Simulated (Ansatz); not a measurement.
HfC (rock salt)

```
HfC
1.0
    0.00000     4.65154     4.65154
    2.32577     2.32577     4.65154
    2.32577     2.32577     0.00000
C Hf
2 2
Cartesian
  0.00000   0.00000   0.00000
  2.32577   4.65154   6.97731
  2.32577   6.97731   6.97731
  2.32577   4.65154   4.65154
```

The atoms are displaced by Q × the pattern below (from a DFPT mode at X = (0.5, 0.5, 0.0), largest move 1; Q in Å), at fixed cell. (q is in reciprocal vectors of the primitive cell; the cell shown is doubled to hold the pattern.)

```json
[
 {"atom": "C1", "x": "0.000", "y": "0.000", "z": "1.000"},
 {"atom": "C2", "x": "0.000", "y": "0.000", "z": "-1.000"},
 {"atom": "Hf3", "x": "0.000", "y": "0.000", "z": "0.001"},
 {"atom": "Hf4", "x": "0.000", "y": "0.000", "z": "-0.001"}
]
```

Level of theory: PBE (plane waves to 420 eV, PAW, scalar-relativistic; Ansatz, an electronic-structure program). k mesh 17×17×17 (Γ-centred), Fermi-Dirac smearing 0.05 eV. With partly filled bands, energies and forces of such displacements shift with the k mesh and the smearing. HfC is run without spin polarisation. HfC was relaxed with its symmetry unable to fall. Spin-orbit coupling is left out, though Hf is heavy.

At one point of the scan the forces (eV/Å) are:

| atom | Fx | Fy | Fz |
|---|---|---|---|
| C1 | 0.000 | 0.000 | -0.966 |
| C2 | 0.000 | 0.000 | 0.966 |
| Hf3 | 0.000 | 0.000 | -0.001 |
| Hf4 | 0.000 | 0.000 | 0.001 |

Task: Which point is it?
A. Q = 0.067 Å
B. Q = 0.033 Å
C. Q = 0.017 Å
D. Q = 0.050 Å

Result: A, Q = 0.067 Å

(For displaced atoms, the force is minus the slope of the energy, and its curvature is a force constant, which sets phonon frequencies.)
